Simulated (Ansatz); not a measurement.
The elements of this relaxed trial crystal are hidden behind letters.

```
lattice vectors (Å)
   4.0973    0.0000    0.0000
   0.0000    4.0973    0.0000
   0.0000    0.0000   17.5168
fractional positions
X 0.0000 0.0000 0.8384
X 0.5000 0.5000 0.0000
X 0.0000 0.0000 0.1616
X 0.5000 0.5000 0.3234
X 0.5000 0.5000 0.6766
Z 0.0000 0.0000 0.5000
Q 0.5000 0.0000 0.9192
Q 0.0000 0.5000 0.0808
Q 0.5000 0.0000 0.2425
Q 0.0000 0.5000 0.4037
Q 0.5000 0.0000 0.5963
Q 0.0000 0.5000 0.7575
```

Method: Ansatz, DFT PBE, scalar-relativistic, plane waves, PAW. Settings of the last relaxation (12-atom cell): 420 eV, 8×8×2 k points, Gaussian smearing of 0.02 eV, no spin polarisation.

- Space group: P-4m2 (No. 115)
- Conventional cell: a = 4.097 Å, c = 17.517 Å
- Volume per atom: 24.51 Å³
- Density: 5.16 g/cm³
- Formation energy: −0.693 eV/atom
- Gap on the 8×8×2 mesh of the 12-atom cell: 0.96 eV

Energies are uncorrected and count from the elements' standard states at the same level.

Question: X is a d-block element of period 4, Z is a d-block element of period 5 and Q is a p-block element of period 4. Which elements are they?

Answer: X = Zn, Z = Cd, Q = Se, so the formula is Zn5CdSe6. Density times volume gives a mean mass of 5.16 × 24.51/1.6605 = 76.2 u per atom, and this set has 76.1 u. Zn on a site of symmetry 2mm is surrounded by 4 Se at 2.49 Å; Cd is surrounded by 4 Se at 2.65 Å; Se on its first site is surrounded by 4 Zn at 2.49 Å; 4 more sites not described. Other sets within the hints have nearly the same mass, so mass alone doesn't settle it; this one was computed.

Kohn–Sham gaps at this level usually fall short of measured ones. Symmetry constrained the relaxation, so the result can be a saddle point.
